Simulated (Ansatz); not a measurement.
CdS (zinc blende)

```
CdS
1.0
    0.00000     2.93953     2.93953
    2.93953     0.00000     2.93953
    2.93953     2.93953     0.00000
S Cd
1 1
Direct
  0.75000   0.75000   0.75000
  0.00000   0.00000   0.00000
```

E(V) scan at fixed shape, V₀ the volume above. Symmetry pins the atoms to their sites.

Computed with r2SCAN (plane waves to 500 eV, PAW, scalar-relativistic; Ansatz, a quantum-chemistry and plane-wave program). k mesh 10×10×10 (Γ-centred), Fermi-Dirac smearing 0.05 eV. Energies are smeared free energies. Stress and pressure are positive under compression. CdS was relaxed with its symmetry unable to fall. The PAW data are Ansatz's earlier set. ΔE is measured from the relaxed starting cell.

| V (Å³/atom) | ΔE (meV/atom) |
|---|---|
| 21.336 | 168.4 |
| 22.352 | withheld |
| 23.368 | 35.7 |
| 24.384 | 8.3 |
| 25.400 | 0.0 |
| 26.416 | 7.2 |
| 27.432 | 26.7 |
| 28.448 | 56.1 |
| 29.464 | 93.5 |

Q: Fit a third-order Birch-Murnaghan form (E₀, V₀, B₀, B₀′ free) to the given rows and predict ΔE at V = 22.352.

A: Least squares on the 8 given rows: ΔE = E₀ + (9V₀B₀/16)·y²·[2 + (B₀′ − 4)y], y = (V₀/V)^(2/3) − 1, with V₀ = 25.399 Å³/atom, B₀ = 60.38 GPa (160.2 GPa = 1 eV/Å³; the term in eV is multiplied by 1000), B₀′ = 4.48, E₀ = 0.05 meV/atom; root-mean-square residual 0.02 meV/atom. At 22.352 the fit gives 87.0 meV/atom; the calculation gives 87.1 meV/atom, so the interpolation is off by -0.1 (-0.1 %). For the pressure the fit gives 10.3 GPa against the computed 10.3 GPa.

(Under strain, the slope of the energy per volume gives the stress and its curvature an elastic modulus.)
